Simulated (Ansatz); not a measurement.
**Cd (P6_3/mmc), clamped-ion strain scan**

Theory: Ansatz 0.2.0, DFT PBE, scalar-relativistic, plane waves, PAW. Settings: plane waves to 420 eV, k-mesh 18×18×8 (Γ-centred), Gaussian smearing 0.15 eV. No spin polarisation. Energies are free energies at this smearing, counted from the undisturbed cell; pressure is positive in compression.

Zero of the scan (as given, not relaxed at this level; it stands at 2.9 GPa):

```xyz
2
Lattice="2.9789 0.0000 0.0000 -1.4894 2.5798 0.0000 0.0000 0.0000 5.6177" Properties=species:S:1:pos:R:3 pbc="T T T"
Cd    0.0000    1.7199    1.4044
Cd    1.4894    0.8599    4.2132
```

The cell is strained by ε times the Voigt pattern (1, 1, 0, 0, 0, 0) (xx, yy, zz, yz, xz, xy; engineering shear) with fractional coordinates fixed. The cell is metallic on the mesh throughout.

```csv
ε,ΔE (meV/atom),"stress summed along the pattern (GPa, tension positive)",pressure (GPa)
-0.0400,76.1,-25.19,10.4
-0.0300,47.5,-19.10,8.1
-0.0200,25.9,-13.88,6.1
-0.0100,10.4,-9.57,4.4
0.0000,0.0,-6.16,2.9
0.0100,-6.4,-3.40,1.7
0.0200,-9.4,-1.01,0.6
0.0300,-9.3,1.12,-0.3
0.0350,-8.2,2.08,-0.7
0.0400,-6.4,2.98,-1.1
```